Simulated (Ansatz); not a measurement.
Si3W5 in space group I4/mcm (No. 140; Si on 4a, Si on 8h, W on 16k, W on 4b) at seven volumes, PBEsol in the plane-wave PAW code Ansatz, shape and atoms relaxed at each. One row is withheld.

```json
[
 {"V (Å³/atom)": "12.908", "P (GPa)": "32.73"},
 {"V (Å³/atom)": "13.334", "P (GPa)": "?"},
 {"V (Å³/atom)": "13.759", "P (GPa)": "9.21"},
 {"V (Å³/atom)": "14.185", "P (GPa)": "-0.01"},
 {"V (Å³/atom)": "14.610", "P (GPa)": "-7.85"},
 {"V (Å³/atom)": "15.036", "P (GPa)": "-14.51"},
 {"V (Å³/atom)": "15.461", "P (GPa)": "-20.15"}
]
```

Question: Fit the shown pressures and predict the withheld one.

Answer: P = (3/2)B₀(x^(7/2) − x^(5/2))[1 + (3/4)(B′ − 4)(x − 1)] with x = (V₀/V)^(2/3). Least squares on the six rows gives V₀ = 14.184 Å³/atom, B₀ = 282 GPa, B′ = 4.37. At V = 13.334, x = 1.0421 and P = 19.95 GPa. The run itself gave 20.03 GPa.

The first step of the workflow began from a Materials Project structure, measured or hypothetical; the Crystallography Open Database copy checked does not list it. Its standing as an ambient phase is unchecked. The cell was relaxed with PBEsol under the symmetry of its start; its stability against distortions is not shown here. No spin polarisation was allowed. Scalar-relativistic: spin–orbit coupling is off unless named, which matters more the heavier the elements.

Potentials: the later of the program's two PAW sets.
